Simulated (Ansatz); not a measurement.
A generated cell, in the space group of a known form (sites not compared), of NaZnF$_{3}$: Pnma (No. 62), oP20, AFLOW prototype AB3C_oP20_62_c_cd_a (as in CaTiO3); a = 5.586 Å, b = 7.720 Å, c = 5.362 Å, α = 90.00°, β = 90.00°, γ = 90.00°; Na 4c (0.062, 0.750, 0.482); Zn 4a (0.000, 0.000, 0.000); F 4c (0.039, 0.250, 0.109); F 8d (0.200, 0.057, 0.695). Method: r2SCAN (plane waves to 500 eV, PAW, scalar-relativistic; Ansatz, an electronic-structure program). Element references, the lowest calculated here: Zn (P6₃/mmc), Na (P6₃/mmc, not the ambient form), F (R-3m, a generated molecular cell); gases are represented by their molecular solids.

Total energies (eV/atom, σ → 0; comparable only within this code, potentials and settings):

| phase | E (eV/atom) |
|---|---|
| NaZnF3 (Pnma) | -1449.741 |
| Zn (P6₃/mmc) | -3325.669 |
| Na (P6₃/mmc) | -1488.615 |
| F (R-3m) | -806.898 |
| NaF (Fm-3m) | -1150.686 |

### Question
What is the formation energy of this Pnma form of NaZnF3 from the elements?

### Answer
E_f = -1449.741 − [1 × (-1488.615) + 1 × (-3325.669) + 3 × (-806.898)] / 5 = -2.75 eV/atom (-13.7 eV per formula unit).

A lower structure of this composition may exist.

Static energies, no anion corrections, no zero-point energy. Values are rounded to 0.01 eV/atom. Not shown to be the ambient phase of their composition (a lower form may be missing, and a cell relaxed within its start's symmetry can be a saddle point): NaZnF3 (Pnma). The compounds carry no spin polarisation.
